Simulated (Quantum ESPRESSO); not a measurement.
## W4Ga3In (finding a planted mistake in a log)

Computed values, not a measurement. The program is pw.x of Quantum ESPRESSO 7.5 (plane-wave density functional theory). The cell is made up: eight metal atoms on a hexagonal close-packed lattice, with elements, volume, strain and displacements drawn at random and not relaxed, so it may be unstable or far from any real phase. PseudoDojo standard norm-conserving files set the functional (PBE unless stated); there is no spin polarisation or spin-orbit coupling, the Fermi-Dirac width of 0.25 eV means electrons at about 2900 K, and the masses in the input are unused placeholders. Heavy elements are run without spin-orbit coupling, which real alloys of them have. A spin test at this wide smearing found no moment, but such smearing suppresses magnetism that the real alloy may have.

Intended input:

```
&control calculation='scf', pseudo_dir='./dojo.nc.sr.pbe.v0_5.standard.upf', outdir='./o', disk_io='minimal', tprnfor=.true., tstress=.true. /
&system ibrav=0, nat=8, ntyp=3, nbnd=67, ecutwfc=82.02448710, nosym=.true., tot_charge=0,
 occupations='smearing', smearing='fd', degauss=0.0183746611
/
&electrons conv_thr=1.470e-08, electron_maxstep=70, mixing_beta=0.5 /
ATOMIC_SPECIES
Ga 1.0 Ga.upf
In 1.0 In.upf
W 1.0 W.upf
CELL_PARAMETERS angstrom
-2.9404 0.0 0.0
0.0 0.0 -4.8201
0.0 -10.1859 0.0
ATOMIC_POSITIONS angstrom
W 0.0223 0.045 -0.0026
Ga 0.0105 -5.0559 0.0358
W -0.0147 -3.404 -2.3601
In 0.0027 -8.5258 -2.3796
W -1.5182 -2.5254 0.0077
W -1.472 -7.6415 -0.0148
Ga -1.4337 -0.8459 -2.4027
Ga -1.4836 -5.933 -2.4557
K_POINTS automatic
8 5 3 1 1 1
```

The log is shortened where brackets say so; the opening notice, blank lines, dates and the lines on written files are dropped, and the path of the files is cut. It prints rydbergs, bohrs and kilobars, and counts compression as positive stress. Its total energy is the free energy E - TS of the whole cell.

Log of the intended run:

```
     Program PWSCF v.7.5
     Parallel version (MPI & OpenMP), running on       4 processor cores
     Number of MPI processes:                 4
     Threads/MPI process:                     1
     [start-up lines left out]
     bravais-lattice index     =            0
     lattice parameter (alat)  =       5.5566  a.u.
     unit-cell volume          =     974.2232 (a.u.)^3
     number of atoms/cell      =            8
     number of atomic types    =            3
     number of electrons       =       108.00
     number of Kohn-Sham states=           67
     kinetic-energy cutoff     =      82.0245  Ry
     charge density cutoff     =     328.0979  Ry
     scf convergence threshold =      1.5E-08
     mixing beta               =       0.5000
     number of iterations used =            8  plain     mixing
     Exchange-correlation= PBE
                           (   1   4   3   4   0   0   0)
     [axes and pseudopotential details left out]
   Cartesian axes
     site n.     atom                  positions (alat units)
         1        W      tau(   1) = (   0.0075840   0.0153040  -0.0008842  )
         2        Ga     tau(   2) = (   0.0035709  -1.7194599   0.0121752  )
         3        W      tau(   3) = (  -0.0049993  -1.1576656  -0.8026459  )
         4        In     tau(   4) = (   0.0009182  -2.8995375  -0.8092776  )
         5        W      tau(   5) = (  -0.5163243  -0.8588627   0.0026187  )
         6        W      tau(   6) = (  -0.5006122  -2.5987961  -0.0050333  )
         7        Ga     tau(   7) = (  -0.4875867  -0.2876819  -0.8171337  )
         8        Ga     tau(   8) = (  -0.5045572  -2.0177527  -0.8351585  )
     number of k points=    60  Fermi-Dirac smearing, width (Ry)=  0.0184
                       cart. coord. in units 2pi/alat
        k(    1) = (  -0.0625000  -0.0481123  -0.0610029), wk =   0.0333333
        k(    2) = (  -0.0625000   0.1443368  -0.0610029), wk =   0.0333333
     [further k points left out]
     Dense  grid:    97711 G-vectors     FFT dimensions: (  36,  54, 120)
     Estimated max dynamical RAM per process >     361.28 MB
     Estimated total dynamical RAM >       1.34 GB
     Initial potential from superposition of free atoms
     starting charge     107.9860, renormalised to     108.0000
     Starting wfcs are   76 randomized atomic wfcs
     total cpu time spent up to now is        5.8 secs
     per-process dynamical memory:   293.2 Mb
     Self-consistent Calculation
     iteration #  1     ecut=    82.02 Ry     beta= 0.50
     Davidson diagonalization with overlap
     ethr =  1.00E-02,  avg # of iterations =  2.5
     Threshold (ethr) on eigenvalues was too large:
     Diagonalizing with lowered threshold
     Davidson diagonalization with overlap
     ethr =  2.75E-04,  avg # of iterations =  4.4
     total cpu time spent up to now is       33.0 secs
     total energy              =   -1198.24504448 Ry
     estimated scf accuracy    <       0.32624824 Ry
     iteration #  2     ecut=    82.02 Ry     beta= 0.50
     Davidson diagonalization with overlap
     ethr =  3.02E-04,  avg # of iterations =  5.7
     total cpu time spent up to now is       48.0 secs
     total energy              =   -1198.01165181 Ry
     estimated scf accuracy    <       3.13370853 Ry
     [iterations 3 to 13 left out]
     iteration # 14     ecut=    82.02 Ry     beta= 0.50
     Davidson diagonalization with overlap
     ethr =  7.13E-11,  avg # of iterations =  2.2
     total cpu time spent up to now is      200.3 secs
     total energy              =   -1198.32721714 Ry
     estimated scf accuracy    <       0.00000008 Ry
     iteration # 15     ecut=    82.02 Ry     beta= 0.50
     Davidson diagonalization with overlap
     ethr =  7.13E-11,  avg # of iterations =  1.0
     total cpu time spent up to now is      210.5 secs
     End of self-consistent calculation
     [lines on levels left out]
!    total energy              =   -1198.32721714 Ry
     estimated scf accuracy    <          6.4E-09 Ry
     smearing contrib. (-TS)   =      -0.09838854 Ry
     internal energy E=F+TS    =   -1198.22882859 Ry
     The total energy is F=E-TS. E is the sum of the following terms:
     one-electron contribution =    -260.45481732 Ry
     hartree contribution      =     209.50597107 Ry
     xc contribution           =    -297.80915377 Ry
     ewald contribution        =    -849.47082857 Ry
     convergence has been achieved in  15 iterations
     Forces acting on atoms (cartesian axes, Ry/au):
     atom    1 type  3   force =     0.00147710   -0.03655065    0.00656481
     atom    2 type  1   force =    -0.00142310   -0.00677785   -0.00489635
     atom    3 type  3   force =     0.00313726   -0.00008605   -0.00669525
     atom    4 type  2   force =     0.00042500    0.02185903   -0.01666671
     atom    5 type  3   force =    -0.00158821    0.00773371    0.00683242
     atom    6 type  3   force =     0.00000284    0.02330398    0.01113081
     atom    7 type  1   force =    -0.00294111   -0.04495360   -0.00192009
     atom    8 type  1   force =     0.00091022    0.03547143    0.00565036
     Total force =     0.079773     Total SCF correction =     0.000559
     Computing stress (Cartesian axis) and pressure
          total   stress  (Ry/bohr**3)                   (kbar)     P=     -114.85
  -0.00085578  -0.00000929  -0.00000076         -125.89       -1.37       -0.11
  -0.00000929  -0.00070055  -0.00000698           -1.37     -103.05       -1.03
  -0.00000076  -0.00000698  -0.00078592           -0.11       -1.03     -115.61
     init_run     :      5.46s CPU      5.65s WALL (       1 calls)
     electrons    :    203.87s CPU    204.75s WALL (       1 calls)
     forces       :      2.28s CPU      2.29s WALL (       1 calls)
     stress       :      7.66s CPU      7.84s WALL (       1 calls)
     [timing details left out]
     PWSCF        :   3m39.46s CPU   3m40.74s WALL
     JOB DONE.
```

A second run was made from an input with one planted mistake. Its log:

```
     Program PWSCF v.7.5
     Parallel version (MPI & OpenMP), running on       4 processor cores
     Number of MPI processes:                 4
     Threads/MPI process:                     1
     [start-up lines left out]
     bravais-lattice index     =            0
     lattice parameter (alat)  =       5.6038  a.u.
     unit-cell volume          =     999.2878 (a.u.)^3
     number of atoms/cell      =            8
     number of atomic types    =            3
     number of electrons       =       108.00
     number of Kohn-Sham states=           67
     kinetic-energy cutoff     =      82.0245  Ry
     charge density cutoff     =     328.0979  Ry
     scf convergence threshold =      1.5E-08
     mixing beta               =       0.5000
     number of iterations used =            8  plain     mixing
     Exchange-correlation= PBE
                           (   1   4   3   4   0   0   0)
     [axes and pseudopotential details left out]
   Cartesian axes
     site n.     atom                  positions (alat units)
         1        W      tau(   1) = (   0.0075875   0.0153099  -0.0008768  )
         2        Ga     tau(   2) = (   0.0035746  -1.7194645   0.0121737  )
         3        W      tau(   3) = (  -0.0049909  -1.1576516  -0.8026573  )
         4        In     tau(   4) = (   0.0009105  -2.8995414  -0.8092669  )
         5        W      tau(   5) = (  -0.5163216  -0.8588723   0.0026303  )
         6        W      tau(   6) = (  -0.5006070  -2.5988062  -0.0050246  )
         7        Ga     tau(   7) = (  -0.4875902  -0.2876846  -0.8171242  )
         8        Ga     tau(   8) = (  -0.5045525  -2.0177379  -0.8351656  )
     number of k points=    60  Fermi-Dirac smearing, width (Ry)=  0.0184
                       cart. coord. in units 2pi/alat
        k(    1) = (  -0.0625000  -0.0481123  -0.0610027), wk =   0.0333333
        k(    2) = (  -0.0625000   0.1443368  -0.0610027), wk =   0.0333333
     [further k points left out]
     Dense  grid:   100183 G-vectors     FFT dimensions: (  36,  54, 120)
     Estimated max dynamical RAM per process >     369.86 MB
     Estimated total dynamical RAM >       1.37 GB
     Initial potential from superposition of free atoms
     starting charge     107.9860, renormalised to     108.0000
     Starting wfcs are   76 randomized atomic wfcs
     total cpu time spent up to now is        5.7 secs
     per-process dynamical memory:   300.5 Mb
     Self-consistent Calculation
     iteration #  1     ecut=    82.02 Ry     beta= 0.50
     Davidson diagonalization with overlap
     ethr =  1.00E-02,  avg # of iterations =  2.4
     Threshold (ethr) on eigenvalues was too large:
     Diagonalizing with lowered threshold
     Davidson diagonalization with overlap
     ethr =  2.62E-04,  avg # of iterations =  4.6
     total cpu time spent up to now is       33.1 secs
     total energy              =   -1198.23066590 Ry
     estimated scf accuracy    <       0.31361822 Ry
     iteration #  2     ecut=    82.02 Ry     beta= 0.50
     Davidson diagonalization with overlap
     ethr =  2.90E-04,  avg # of iterations =  5.3
     total cpu time spent up to now is       47.7 secs
     total energy              =   -1198.01076544 Ry
     estimated scf accuracy    <       2.87721231 Ry
     [iterations 3 to 13 left out]
     iteration # 14     ecut=    82.02 Ry     beta= 0.50
     Davidson diagonalization with overlap
     ethr =  8.42E-11,  avg # of iterations =  2.0
     total cpu time spent up to now is      198.0 secs
     total energy              =   -1198.30515014 Ry
     estimated scf accuracy    <       0.00000017 Ry
     iteration # 15     ecut=    82.02 Ry     beta= 0.50
     Davidson diagonalization with overlap
     ethr =  8.42E-11,  avg # of iterations =  1.0
     total cpu time spent up to now is      208.4 secs
     End of self-consistent calculation
     [lines on levels left out]
!    total energy              =   -1198.30515015 Ry
     estimated scf accuracy    <          3.5E-09 Ry
     smearing contrib. (-TS)   =      -0.10127934 Ry
     internal energy E=F+TS    =   -1198.20387080 Ry
     The total energy is F=E-TS. E is the sum of the following terms:
     one-electron contribution =    -271.13747868 Ry
     hartree contribution      =     212.88236744 Ry
     xc contribution           =    -297.64082338 Ry
     ewald contribution        =    -842.30793618 Ry
     convergence has been achieved in  15 iterations
     Forces acting on atoms (cartesian axes, Ry/au):
     atom    1 type  3   force =     0.00169771   -0.03286642    0.00595233
     atom    2 type  1   force =    -0.00119488   -0.00519593   -0.00459699
     atom    3 type  3   force =     0.00318311    0.00199474   -0.00552025
     atom    4 type  2   force =     0.00044824    0.02029663   -0.01506200
     atom    5 type  3   force =    -0.00207122    0.00881580    0.00554553
     atom    6 type  3   force =    -0.00021083    0.01636123    0.01028491
     atom    7 type  1   force =    -0.00272367   -0.04389070   -0.00167540
     atom    8 type  1   force =     0.00087154    0.03448464    0.00507186
     Total force =     0.074096     Total SCF correction =     0.000357
     Computing stress (Cartesian axis) and pressure
          total   stress  (Ry/bohr**3)                   (kbar)     P=     -143.82
  -0.00105894  -0.00000912  -0.00000084         -155.78       -1.34       -0.12
  -0.00000912  -0.00089393  -0.00000925           -1.34     -131.50       -1.36
  -0.00000084  -0.00000925  -0.00098017           -0.12       -1.36     -144.19
     init_run     :      5.41s CPU      5.60s WALL (       1 calls)
     electrons    :    201.93s CPU    202.74s WALL (       1 calls)
     forces       :      2.27s CPU      2.29s WALL (       1 calls)
     stress       :      7.84s CPU      8.03s WALL (       1 calls)
     [timing details left out]
     PWSCF        :   3m37.55s CPU   3m38.82s WALL
     JOB DONE.
```

Question: the log repeats what the program read. Compare it with the intended run: what was wrong in the second input?

Answer: the cell and the positions are scaled by a wrong factor. The input lines that differ:

```
- -2.9404 0.0 0.0
- 0.0 0.0 -4.8201
- 0.0 -10.1859 0.0
+ -2.9654 0.0 0.0
+ 0.0 0.0 -4.8611
+ 0.0 -10.2725 0.0
- W 0.0223 0.045 -0.0026
- Ga 0.0105 -5.0559 0.0358
- W -0.0147 -3.404 -2.3601
- In 0.0027 -8.5258 -2.3796
- W -1.5182 -2.5254 0.0077
- W -1.472 -7.6415 -0.0148
- Ga -1.4337 -0.8459 -2.4027
- Ga -1.4836 -5.933 -2.4557
+ W 0.0225 0.0454 -0.0026
+ Ga 0.0106 -5.0989 0.0361
+ W -0.0148 -3.4329 -2.3802
+ In 0.0027 -8.5983 -2.3998
+ W -1.5311 -2.5469 0.0078
+ W -1.4845 -7.7065 -0.0149
+ Ga -1.4459 -0.8531 -2.4231
+ Ga -1.4962 -5.9834 -2.4766
```

|  | intended run | run with the mistake |
| --- | --- | --- |
| free energy (eV) | -16304.072 | -16303.772 |
| entropy term -TS, part of it (eV) | -1.339 | -1.378 |
| pressure (GPa) | -11.49 | -14.38 |
| size of the largest force component (eV/Å) | 1.156 | 1.128 |
| largest change of a force component (eV/Å) |  | 0.179 |
| iterations | 15 | 15 |

For scale, a rerun of the intended cell at a higher cutoff and on a denser mesh moved values by no more than 0.016 eV in energy, 0.16 GPa in stress and 0.009 eV/Å in force, and a second program with other atomic files agreed on that cell to 2 % rms in force and 0.5 GPa in pressure.